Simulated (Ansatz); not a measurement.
Relaxed-ion elastic tensor of Rh (fcc (Cu type), Fm-3m) in GPa (Voigt order), PBEsol in the plane-wave PAW code Ansatz; density 12.65 g/cm³, 13.50 Å³ per atom.

```
468  209  209  0.0  0.0  0.0
209  468  209  0.0  0.0  0.0
209  209  468  0.0  0.0  0.0
0.0  0.0  0.0  210  0.0  0.0
0.0  0.0  0.0  0.0  210  0.0
0.0  0.0  0.0  0.0  0.0  210
```

Task: Is the crystal mechanically stable?

Result: Yes: the smallest eigenvalue of C is 210 GPa.

Task: Work out the Voigt, Reuss and Hill averages.

Result: K_V = 295, K_R = 295, K_H = 295; G_V = 178, G_R = 168, G_H = 173 GPa.

Task: Give Young's modulus, Poisson's ratio, Pugh's ratio and the universal anisotropy index.

Result: E = 9KG/(3K + G) = 434 GPa; ν = 0.25; K/G = 1.71 (near the Pugh limit of 1.75, no verdict); A_U = 5G_V/G_R + K_V/K_R − 6 = 0.28.

Task: Estimate the sound speeds and the Debye temperature.

Result: v_l = √((K + 4G/3)/ρ) = 6450 m/s, v_t = √(G/ρ) = 3700 m/s, mean 4110 m/s; Θ = (h/k)(3n/4πV)^(1/3) v_m = 514 K.

Task: Give the Zener ratio and Young's modulus along [100], [110] and [111].

Result: A = 2C44/(C11 − C12) = 1.62; 1/E = S11 − 2(S11 − S12 − S44/2)Γ with Γ = 0, 1/4, 1/3 gives 339, 453, 509 GPa.

Symmetry was held in the PBEsol relaxation. The run is not spin-polarised. As this level gives no gap, shear constants depend on the k-mesh and smearing (Fermi–Dirac, 0.1 eV here). On the denser mesh and wider smearing of the elastic run this cell carries a stress of 0.4 GPa.

Potentials: the earlier of the program's two PAW sets.
